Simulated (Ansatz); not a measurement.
YCl3 (space group C2/m)

```xyz
8
Lattice="3.4268 -5.9139 0.0000 3.4268 5.9139 0.0000 -2.2657 0.0000 5.9132" Properties=species:S:1:pos:R:3 pbc="T T T"
Y      3.4268     3.9468     0.0000
Y      3.4268    -3.9468     0.0000
Cl     4.6480    -2.1058     1.4489
Cl    -0.0600     2.1058     4.4643
Cl    -0.0600    -2.1058     4.4643
Cl     4.6480     2.1058     1.4489
Cl     3.6527     0.0000     4.4194
Cl     0.9353     0.0000     1.4938
```

This relaxed cell (volume V₀) is scaled evenly in all directions, its shape held. The atoms relax within the cell's symmetry.

The numbers are results of r2SCAN+rVV10 (plane waves to 500 eV, PAW, scalar-relativistic; Ansatz, a program for electronic structure), not measurements. k mesh 6×6×6 (Γ-centred), Fermi-Dirac smearing 0.05 eV. Compression counts positive. YCl3 is run without spin polarisation. YCl3 was relaxed with its symmetry unable to fall.

At one point of the scan the stress tensor (GPa) is:

```
  -2.05     0.00     0.04
   0.00    -2.05     0.00
   0.04     0.00    -0.60
```

**Question.** Which point is it?
A) V/V₀ = 1.032
B) V/V₀ = 1.096
C) V/V₀ = 1.128
D) V/V₀ = 1.160

**Answer.** D, V/V₀ = 1.160

(Under strain, the slope of the energy per volume gives the stress and its curvature an elastic modulus.)
